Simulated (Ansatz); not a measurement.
Data:

Cs:
```yaml
crystal:
  lattice:
    - [-2.51149, 2.51149, 9.09384]
    - [2.51149, -2.51149, 9.09384]
    - [2.51149, 2.51149, -9.09384]
  atoms:
    - { symbol: Cs, position: [0.25000, 0.75000, 0.50000] }
    - { symbol: Cs, position: [0.50000, 0.50000, 0.00000] }
```

This is the PBEsol-relaxed structure.

Question: All from the program Ansatz at the PBEsol level (PAW), unless another level is named. Predict the bulk modulus (Birch–Murnaghan fit).

Answer: 1.8 GPa.

Question: Give the highest zone-centre frequency.

Answer: 37 cm⁻¹.

Space group I4_1/amd. The first step of the workflow began from a Materials Project structure, measured or hypothetical; the Crystallography Open Database copy checked does not list it. It is not the phase usual at ambient conditions (space group No. 229). The cell was relaxed with PBEsol under the symmetry of its start; whether a distortion lowers the energy is not shown. As this level gives no gap, phonon frequencies hold no LO–TO term and depend on the k-mesh and smearing (Fermi–Dirac, 0.1 eV here). Spin–orbit coupling is left out wherever it is not named.

Potentials: the earlier of the program's two PAW sets. The files were generated under PBE; for other functionals the program regenerates the frozen cores, and for LDA and PBEsol the local potential too.
